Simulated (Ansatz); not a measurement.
**Te2Mo: from a starting cell to a relaxed one**

The start is a randomly generated symmetric cell of Te2Mo (space group No. 64). The cell and all atomic positions are relaxed at zero pressure with r2SCAN (plane waves to 500 eV, PAW, scalar-relativistic; Ansatz, a program for electronic structure). First-step values are on the input's coarse k-mesh.

Ansatz input (later rounds restart from its end on a renewed k-mesh):
Ansatz 0.2 input:
```yaml
crystal:
  lattice:
    - [3.33127, -4.4583328, 0]
    - [3.33127, 4.4583328, 0]
    - [0, 0, 7.450098]
  atoms:
    - { symbol: Mo, position: [0, 0, 0] }
    - { symbol: Mo, position: [0.5, 0.5, 0.5] }
    - { symbol: Te, position: [0.04763532, 0.45236468, 0.25] }
    - { symbol: Te, position: [0.45236468, 0.04763532, 0.75] }
    - { symbol: Te, position: [0.95236468, 0.54763532, 0.75] }
    - { symbol: Te, position: [0.54763532, 0.95236468, 0.25] }
basis: { ecutwfc: 500, ecutrho_ratio: 4, xc_grid: 4, fft_grid_basis: typed }
kpoints: { mp_grid: { grid: [5, 5, 3] } }
hamiltonian:
  xc: r2scan
  dispersion: none
  pseudopotentials: { azcp: { folder: ./paw }, kind: paw }
scf: { occupations: { method: fermi_dirac, width: 0.05 } }
relax: { f_tol: 0.01, max_steps: 100, cell: { stress_tol: 0.02 } }
output: { forces: true, stress: true }
```

* **Initial pressure**: -12 GPa (negative: the cell is under tension)
* **Largest initial force**: about 0.6 eV/Å, on Te3, Te4, Te5, Te6 (atoms numbered as listed)
* **Outcome**: The space group goes from Cmce (No. 64) to Fm-3m (No. 225); the end is AFLOW prototype AB2_cF12_225_a_c (C1, as in CaF2), with 3 atoms in the primitive cell
* **Energy released**: 0.93 eV/atom
* **Volume change**: -33.9 %, from 36.88 to 24.37 Å³/atom
* **Shortest distances (start → end)**: The closest pairs of elements (up to four, under 3.6 Å), start → end: Mo–Te 3.08 → 2.87 Å; Te–Te 3.33 → 3.32 Å
* **Band gap at the end**: zero (metallic)
* **Optimiser moves**: 18

Final structure:

Space group Fm-3m (No. 225); a = b = c = 6.637 Å, α = β = γ = 90.00°

```json
[
 {"atom": "Mo", "site": "4a", "symmetry": "m-3m", "x": "0.0000", "y": "0.0000", "z": "0.0000"},
 {"atom": "Te", "site": "8c", "symmetry": "-43m", "x": "0.2500", "y": "0.2500", "z": "0.2500"}
]
```
(The calculation used a cell of 3 atoms; values per cell refer to that cell.)

Final values are on a 14×14×14 k-mesh of the relaxed cell. No spin polarisation in the result. A magnetic state may lie lower.

The run could not lower the symmetry of its start; a shaken copy of this end point relaxes with r2SCAN to C2/m (No. 12), 0.10 eV/atom lower.

The relaxed structure here is a generated cell of Te2Mo: the first start was made by a random draw of sites in a space group, and the end was not matched to a known phase here, so it may be hypothetical. Known forms of Te2Mo include space group No. 194.
